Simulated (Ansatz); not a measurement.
TaAs (CsCl type, space group No. 221) under volume change, DFT-PBEsol in the program Ansatz with PAW potentials, scaled uniformly.

```
V (Å³/atom)  E − E(relaxed) (meV/atom)  P (GPa)
-----------  -------------------------  -------
14.617                               …        …
15.099                            39.4    13.84
15.581                             9.3     6.36
16.063                             0.0     0.00
16.545                             8.4    -5.42
17.027                            31.8   -10.02
17.509                               …        …
```

Some entries are withheld; supply them.


- 17.509, E − E(relaxed) (meV/atom): 68.0
- 17.509, P (GPa): -13.93
- 14.617, E − E(relaxed) (meV/atom): 93.9
- 14.617, P (GPa): 22.63

What does a third-order Birch–Murnaghan fit give for V₀, B₀ and B′?

V₀ = 16.06 Å³/atom, B₀ = 195 GPa, B′ = 4.4.

Space group Pm-3m (CsCl type). A made-up cell: these elements were put on the sites of a structure type; neither database checked (COD, Materials Project) lists it. It is not the phase usual at ambient conditions (space group No. 109). The PBEsol relaxation kept the symmetry of its start; of distortions, only those at the zone centre were tested. The run is not spin-polarised. Scalar-relativistic: spin–orbit coupling is off unless named, which matters more the heavier the elements.

Potentials: the later of the program's two PAW sets.
